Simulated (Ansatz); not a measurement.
SiC$_{2}$:
```cif
data_C4Si2
_chemical_formula_sum 'Si2 C4'
_space_group_name_H-M_alt 'P42/mmc'
_space_group_IT_number 131
_space_group_name_Hall '-P 4c 2'
_cell_length_a 3.18149
_cell_length_b 3.18149
_cell_length_c 6.88512
_cell_angle_alpha 90.000
_cell_angle_beta 90.000
_cell_angle_gamma 90.000
loop_
_atom_site_label
_atom_site_type_symbol
_atom_site_symmetry_multiplicity
_atom_site_Wyckoff_symbol
_atom_site_fract_x
_atom_site_fract_y
_atom_site_fract_z
_atom_site_occupancy
Si1 Si 2 e 0.00000 0.00000 0.25000 1
C1 C 4 i 0.00000 0.50000 0.09914 1
```

Relaxed at zero pressure with the program Ansatz at the PBE level (PAW).

The volume is lowered by 3 % and shape and atoms relax at that volume. What pressure results, and how do the axes share the change?

5.1 GPa; a -1.3 %, b -1.3 %, c -0.5 %; the energy rises by 5 meV/atom.

Give the new structure.


Space group P4₂/mmc (No. 131); a = b = 3.1411 Å, c = 6.8515 Å, α = β = γ = 90.00°

```
atom  site  symmetry       x       y       z
----  ----  --------  ------  ------  ------
Si      2e      -4m2  0.0000  0.0000  0.2500
C       4i      2mm.  0.0000  0.5000  0.0993
```

The phase is kept; no other phase was compared at this pressure.

Space group P4_2/mmc. The start of the workflow was typed in or built on a structure type; neither database checked (COD, Materials Project) lists it. Whether it is the stable phase at ambient conditions was not checked. The cell was relaxed with PBE under the symmetry of its start; its stability against distortions is not shown here. Its formation energy is positive at this level, so the cell may be metastable or incomplete.

Potentials: the later of the program's two PAW sets.
